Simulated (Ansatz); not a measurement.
Relaxed candidate structures of PbS:

A. Fm-3m (No. 225), cF8, rock salt type; a = b = c = 5.974 Å, α = β = γ = 90.00°; Pb 4a (0.000, 0.000, 0.000); S 4b (0.500, 0.500, 0.500)

B. P6₃mc (No. 186), hP4; a = b = 4.0801 Å, c = 7.6861 Å, α = β = 90.00°, γ = 120.00°; Pb 2b (0.333, 0.667, 0.125); S 2a (0.000, 0.000, 0.425)

C. P6₃/mmc (No. 194), hP4, NiAs type; a = b = 4.1226 Å, c = 7.3320 Å, α = β = 90.00°, γ = 120.00°; Pb 2a (0.000, 0.000, 0.000); S 2d (0.667, 0.333, 0.250)

Task: Rank these by energy per atom (lowest first), as r2SCAN (plane waves to 500 eV, PAW, scalar-relativistic; Ansatz, a program for electronic structure) gives it.

Result: A (reference, the lowest of the structures calculated here), C (+66 meV/atom), B (+78 meV/atom)

Task: Give each candidate's band gap.

Result: No candidate is metallic. A: 0.69 eV (no spin-orbit coupling); B: 0.81 eV (no spin-orbit coupling); C: 0.23 eV (no spin-orbit coupling).

 4 generated cells of layers, chains or molecules, poorly bound without dispersion, are left out. Each run could gain symmetry but not lose that of its start, so entries can be saddle points. From databases, or of a type measured for this composition: Fm-3m, cF8, rock salt type; the others are generated cells (placed on structure types, drawn at random, substituted or restacked) that were not matched to a known phase here. Static energies at zero pressure. No spin polarisation in the result. Without spin-orbit coupling the bands of the heavy element are not split, so the gap can be far off.
